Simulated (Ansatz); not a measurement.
InAs:
Space group Fm-3m (No. 225); a = b = c = 5.6813 Å, α = β = γ = 90.00°

| atom | site | symmetry | x | y | z |
|---|---|---|---|---|---|
| In | 4b | m-3m | 0.5000 | 0.5000 | 0.5000 |
| As | 4a | m-3m | 0.0000 | 0.0000 | 0.0000 |
(The calculation used a cell of 2 atoms; values per cell refer to that cell.)

Relaxed with r²SCAN.

Problem. Which orbitals make up the states near the Fermi level in r²SCAN in the plane-wave PAW code Ansatz?

Solution. Within 0.5 eV of the Fermi level: As 4p 73 %, In 5p 13 %, In 5s 10 %. Projections are on Löwdin-orthogonalised atomic valence shells; empty p or d shells of many metals are not among them.

Problem. Tabulate the density of states.

Solution. States/eV per cell of 2 atoms, in 0.25 eV bins, energy from the Fermi level.

```csv
E (eV),total,As 4p,In 5p,In 5s
-7.85,0.00,0.00,0.00,0.00
-7.60,0.00,0.00,0.00,0.00
-7.35,0.00,0.00,0.00,0.00
-7.10,0.00,0.00,0.00,0.00
-6.85,0.09,0.05,0.00,0.04
-6.60,0.34,0.18,0.01,0.14
-6.35,0.51,0.26,0.02,0.21
-6.10,0.68,0.34,0.04,0.28
-5.85,0.99,0.47,0.05,0.41
-5.60,1.05,0.49,0.06,0.42
-5.35,0.95,0.43,0.07,0.36
-5.10,0.99,0.46,0.13,0.31
-4.85,0.81,0.39,0.15,0.18
-4.60,0.39,0.18,0.03,0.10
-4.35,0.53,0.26,0.09,0.12
-4.10,0.61,0.31,0.13,0.12
-3.85,0.65,0.34,0.16,0.11
-3.60,0.72,0.38,0.18,0.11
-3.35,0.76,0.42,0.20,0.10
-3.10,0.81,0.46,0.22,0.09
-2.85,0.88,0.53,0.24,0.08
-2.60,1.03,0.64,0.28,0.07
-2.35,1.21,0.78,0.32,0.06
-2.10,1.17,0.77,0.30,0.06
-1.85,1.14,0.76,0.28,0.06
-1.60,1.13,0.77,0.26,0.06
-1.35,1.12,0.78,0.24,0.06
-1.10,1.12,0.79,0.22,0.06
-0.85,1.12,0.81,0.20,0.07
-0.60,1.13,0.83,0.18,0.07
-0.35,1.15,0.87,0.16,0.08
-0.10,1.16,0.90,0.13,0.09
0.15,0.89,0.67,0.09,0.10
0.40,0.31,0.11,0.08,0.11
0.65,0.33,0.09,0.09,0.12
0.90,0.38,0.11,0.10,0.14
1.15,0.43,0.12,0.12,0.15
1.40,0.49,0.14,0.14,0.17
1.65,0.56,0.17,0.16,0.19
1.90,0.67,0.21,0.18,0.22
2.15,0.93,0.33,0.22,0.31
2.40,0.94,0.32,0.24,0.31
2.65,0.64,0.16,0.22,0.19
2.90,0.78,0.17,0.30,0.16
3.15,0.34,0.07,0.13,0.07
3.40,0.35,0.05,0.19,0.04
3.65,0.51,0.05,0.32,0.03
3.90,0.83,0.08,0.57,0.03
4.15,1.11,0.10,0.77,0.04
4.40,1.16,0.12,0.72,0.04
4.65,1.22,0.14,0.68,0.04
```

The cell is a constructed one: a structure type filled with these elements; the Crystallography Open Database copy checked does not list it. It is not the phase usual at ambient conditions (space group No. 216). The cell was relaxed with r²SCAN under the symmetry of its start; whether a distortion lowers the energy is not shown. Scalar-relativistic: spin–orbit coupling is off unless named, which matters more the heavier the elements.

Potentials: the later of the program's two PAW sets.
